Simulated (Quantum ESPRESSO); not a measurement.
## Al3Cu2PdRuIn (input and log of a self-consistent run)

Simulated, not a measurement. The program is pw.x of Quantum ESPRESSO 7.5 (plane-wave density functional theory). The cell is made up: eight metal atoms on a hexagonal close-packed lattice, with elements, volume, strain and displacements drawn at random and not relaxed, so it may be unstable or far from any real phase. PseudoDojo standard norm-conserving files set the functional (PBE unless stated); there is no spin polarisation or spin-orbit coupling, the Fermi-Dirac width of 0.25 eV means electrons at about 2900 K, and the masses in the input are unused placeholders. The copper pseudopotential is less sure than most, with forces differing by about three percent and pressure by about two GPa from a second method on plain copper. A spin test at this wide smearing found no moment, but such smearing suppresses magnetism that the real alloy may have.

Input:

```
&control calculation='scf', pseudo_dir='./dojo.nc.sr.pbe.v0_5.standard.upf', outdir='./o', disk_io='medium', tprnfor=.true., tstress=.true. /
&system ibrav=0, nat=8, ntyp=5, nbnd=57, ecutwfc=92.02030273, nosym=.true., tot_charge=0,
 occupations='smearing', smearing='fd', degauss=0.0183746611
/
&electrons conv_thr=1.470e-08, electron_maxstep=70, mixing_beta=0.5 /
ATOMIC_SPECIES
Al 1.0 Al.upf
Cu 1.0 Cu.upf
In 1.0 In.upf
Pd 1.0 Pd.upf
Ru 1.0 Ru.upf
CELL_PARAMETERS angstrom
4.3003 -2.4828 0.0
-2.8669 0.0 -4.4819
2.8669 4.9655 0.0
ATOMIC_POSITIONS angstrom
Al -0.0596 -0.0487 0.0231
Al 1.3865 2.2541 0.0648
Cu 0.0836 1.6222 -2.2342
Cu 1.3609 4.206 -2.1537
Pd 2.8256 -0.1429 -0.142
Al 4.332 2.4837 -0.0485
Ru 1.5637 -0.8061 -2.1304
In 3.0023 1.6553 -2.2026
K_POINTS automatic
5 5 4 1 1 1
```

The log is shortened where brackets say so; the opening notice, blank lines, dates and the lines on written files are dropped, and the path of the files is cut. It prints rydbergs, bohrs and kilobars, and counts compression as positive stress. Its total energy is the free energy E - TS of the whole cell.

```
     Program PWSCF v.7.5
     Parallel version (MPI & OpenMP), running on       1 processor cores
     Number of MPI processes:                 1
     Threads/MPI process:                     1
     [start-up lines left out]
     bravais-lattice index     =            0
     lattice parameter (alat)  =       9.3836  a.u.
     unit-cell volume          =     861.1180 (a.u.)^3
     number of atoms/cell      =            8
     number of atomic types    =            5
     number of electrons       =        94.00
     number of Kohn-Sham states=           57
     kinetic-energy cutoff     =      92.0203  Ry
     charge density cutoff     =     368.0812  Ry
     scf convergence threshold =      1.5E-08
     mixing beta               =       0.5000
     number of iterations used =            8  plain     mixing
     Exchange-correlation= PBE
                           (   1   4   3   4   0   0   0)
     [axes and pseudopotential details left out]
   Cartesian axes
     site n.     atom                  positions (alat units)
         1        Al     tau(   1) = (  -0.0120027  -0.0098075   0.0046520  )
         2        Al     tau(   2) = (   0.2792228   0.4539460   0.0130499  )
         3        Cu     tau(   3) = (   0.0168359   0.3266896  -0.4499384  )
         4        Cu     tau(   4) = (   0.2740673   0.8470328  -0.4337267  )
         5        Pd     tau(   5) = (   0.5690385  -0.0287782  -0.0285969  )
         6        Al     tau(   6) = (   0.8724076   0.5001844  -0.0097673  )
         7        Ru     tau(   7) = (   0.3149085  -0.1623379  -0.4290344  )
         8        In     tau(   8) = (   0.6046236   0.3333556  -0.4435745  )
     number of k points=    50  Fermi-Dirac smearing, width (Ry)=  0.0184
                       cart. coord. in units 2pi/alat
        k(    1) = (   0.1407294   0.0437497  -0.2008108), wk =   0.0400000
        k(    2) = (   0.2489841   0.2312508  -0.2700572), wk =   0.0400000
     [further k points left out]
     Dense  grid:   102661 G-vectors     FFT dimensions: (  60,  64,  72)
     Estimated max dynamical RAM per process >     166.65 MB
     Initial potential from superposition of free atoms
     starting charge      93.9872, renormalised to      94.0000
     Starting wfcs are   60 randomized atomic wfcs
     total cpu time spent up to now is       37.0 secs
     per-process dynamical memory:   126.1 Mb
     Self-consistent Calculation
     iteration #  1     ecut=    92.02 Ry     beta= 0.50
     Davidson diagonalization with overlap
     ethr =  1.00E-02,  avg # of iterations =  5.3
     total cpu time spent up to now is      141.5 secs
     total energy              =   -1375.77622340 Ry
     estimated scf accuracy    <       4.61141468 Ry
     iteration #  2     ecut=    92.02 Ry     beta= 0.50
     Davidson diagonalization with overlap
     ethr =  4.91E-03,  avg # of iterations =  2.7
     total cpu time spent up to now is      227.8 secs
     total energy              =   -1376.80465369 Ry
     estimated scf accuracy    <      15.57955462 Ry
     iteration #  3     ecut=    92.02 Ry     beta= 0.50
     Davidson diagonalization with overlap
     ethr =  4.91E-03,  avg # of iterations =  2.0
     total cpu time spent up to now is      303.8 secs
     total energy              =   -1378.12232887 Ry
     estimated scf accuracy    <       4.27302496 Ry
     iteration #  4     ecut=    92.02 Ry     beta= 0.50
     Davidson diagonalization with overlap
     ethr =  4.55E-03,  avg # of iterations =  1.3
     total cpu time spent up to now is      377.5 secs
     total energy              =   -1378.37636424 Ry
     estimated scf accuracy    <       0.40541008 Ry
     iteration #  5     ecut=    92.02 Ry     beta= 0.50
     Davidson diagonalization with overlap
     ethr =  4.31E-04,  avg # of iterations =  2.0
     total cpu time spent up to now is      466.0 secs
     total energy              =   -1378.42370541 Ry
     estimated scf accuracy    <       0.01929103 Ry
     [iterations 6 to 9 left out]
     iteration # 10     ecut=    92.02 Ry     beta= 0.50
     Davidson diagonalization with overlap
     ethr =  5.10E-07,  avg # of iterations =  1.3
     total cpu time spent up to now is      943.4 secs
     total energy              =   -1378.42993833 Ry
     estimated scf accuracy    <       0.00001376 Ry
     iteration # 11     ecut=    92.02 Ry     beta= 0.50
     Davidson diagonalization with overlap
     ethr =  1.46E-08,  avg # of iterations =  3.0
     total cpu time spent up to now is     1034.0 secs
     total energy              =   -1378.42994098 Ry
     estimated scf accuracy    <       0.00001457 Ry
     iteration # 12     ecut=    92.02 Ry     beta= 0.50
     Davidson diagonalization with overlap
     ethr =  1.46E-08,  avg # of iterations =  1.6
     total cpu time spent up to now is     1113.2 secs
     total energy              =   -1378.42994286 Ry
     estimated scf accuracy    <       0.00000022 Ry
     iteration # 13     ecut=    92.02 Ry     beta= 0.50
     Davidson diagonalization with overlap
     ethr =  2.30E-10,  avg # of iterations =  3.9
     total cpu time spent up to now is     1215.5 secs
     total energy              =   -1378.42994294 Ry
     estimated scf accuracy    <       0.00000003 Ry
     iteration # 14     ecut=    92.02 Ry     beta= 0.50
     Davidson diagonalization with overlap
     ethr =  3.40E-11,  avg # of iterations =  1.9
     total cpu time spent up to now is     1283.3 secs
     End of self-consistent calculation
     [lines on levels left out]
!    total energy              =   -1378.42994294 Ry
     estimated scf accuracy    <          2.8E-09 Ry
     smearing contrib. (-TS)   =      -0.06552148 Ry
     internal energy E=F+TS    =   -1378.36442146 Ry
     The total energy is F=E-TS. E is the sum of the following terms:
     one-electron contribution =    -891.79880107 Ry
     hartree contribution      =     495.10964215 Ry
     xc contribution           =    -216.36885942 Ry
     ewald contribution        =    -765.30640312 Ry
     convergence has been achieved in  14 iterations
     Forces acting on atoms (cartesian axes, Ry/au):
     atom    1 type  1   force =     0.02687385    0.01798799   -0.03370708
     atom    2 type  1   force =    -0.01866932    0.00444909    0.01471401
     atom    3 type  2   force =     0.00648297   -0.01535689   -0.01421941
     atom    4 type  2   force =     0.03483437   -0.00631391   -0.00409961
     atom    5 type  4   force =     0.05010525    0.02423857    0.10643187
     atom    6 type  1   force =     0.00474364    0.01677195    0.02935544
     atom    7 type  5   force =    -0.06491699   -0.03948016   -0.08339274
     atom    8 type  3   force =    -0.03945376   -0.00229663   -0.01508248
     Total force =     0.186078     Total SCF correction =     0.000227
     Computing stress (Cartesian axis) and pressure
          total   stress  (Ry/bohr**3)                   (kbar)     P=      -26.69
  -0.00016590   0.00011227   0.00032842          -24.40       16.52       48.31
   0.00011227  -0.00047871   0.00013446           16.52      -70.42       19.78
   0.00032842   0.00013446   0.00010026           48.31       19.78       14.75
     init_run     :     36.13s CPU     36.76s WALL (       1 calls)
     electrons    :   1208.14s CPU   1246.36s WALL (       1 calls)
     forces       :     12.34s CPU     12.58s WALL (       1 calls)
     stress       :     40.46s CPU     40.76s WALL (       1 calls)
     [timing details left out]
     PWSCF        :  21m37.57s CPU  22m17.42s WALL
     JOB DONE.
```

In other units: free energy -18754.495 eV for the cell, pressure -2.67 GPa, largest force component 2.736 eV/Å in size. The run took 1339 s of wall time with one process on a shared machine (AMD EPYC, Zen 5, virtual cores), so the time is rough. A rerun of this cell at a higher cutoff and on a denser mesh moved values by no more than 0.005 eV in energy, 0.17 GPa in stress and 0.016 eV/Å in force, and a second program with other atomic files agreed on that cell to 2 % rms in force and 0.5 GPa in pressure.